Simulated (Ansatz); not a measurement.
Below is a relaxed structure of Na3SmP2. The cell was found from a structure generator's guess, not taken from experiment.

Method: DFT PBE, scalar-relativistic, plane waves, PAW, and for the lanthanide a 4f-in-core norm-conserving potential (Ansatz). Cutoff 690 eV, Γ-centred mesh, Gaussian smearing, no spin polarisation.

```yaml
crystal:
  lattice:
    - [5.70035, 0.00000, 0.00000]
    - [0.00000, 5.70035, 0.00000]
    - [0.00000, 0.00000, 7.25721]
  atoms:
    - { symbol: Na, position: [0.00000, 0.50000, 0.50000] }
    - { symbol: Na, position: [0.50000, 0.00000, 0.50000] }
    - { symbol: Na, position: [0.50000, 0.50000, 0.50000] }
    - { symbol: Sm, position: [0.00000, 0.00000, 0.00000] }
    - { symbol: P, position: [0.00000, 0.00000, 0.35267] }
    - { symbol: P, position: [0.00000, 0.00000, 0.64733] }
```

Formation energies are uncorrected and refer to the elements' standard structures at the same level. The references include black phosphorus.

Question: Find its symmetry and describe it.

Answer: P4/mmm (No. 123). Conventional cell: a = 5.700 Å, c = 7.257 Å. Around Na on a site of symmetry mmm lie 2 Na at 2.85 Å and 4 P at 3.04 Å; Na on a site of symmetry 4/mmm has 4 Na at 2.85 Å; around Sm lie 2 P at 2.56 Å, 8 Na at 4.61 Å, 2 P at 4.70 Å and 8 Na at 5.42 Å; P is surrounded by 1 P at 2.14 Å, 1 Sm at 2.56 Å and 4 Na at 3.04 Å.

Question: What is its formation energy per atom?

Answer: +0.14 eV/atom. The separate elements lie lower, so it is unstable against them.

Question: Is it a metal?

Answer: Yes, bands cross the Fermi level on the 8×8×6 mesh.

The last run used an 8×8×6 mesh (in the run's order of axes) for its 6-atom cell and Gaussian smearing of 0.10 eV. The reference form of P is held partly by dispersion forces, which this level lacks. Symmetry constrained the relaxation, so the result can be a saddle point. Another cell of Na3SmP2 relaxed alike, in P6/mmm, lies 295 meV/atom lower, so this cell isn't the stable form at this level.

The lanthanide is trivalent by construction, without f bands, f moments or other valences. The reference runs of the other elements, and any phases without the lanthanide, used 420 eV, which shifts energies against them by under 10 meV/atom. The lanthanide's reference is the lowest of its hcp, dhcp and fcc cells.
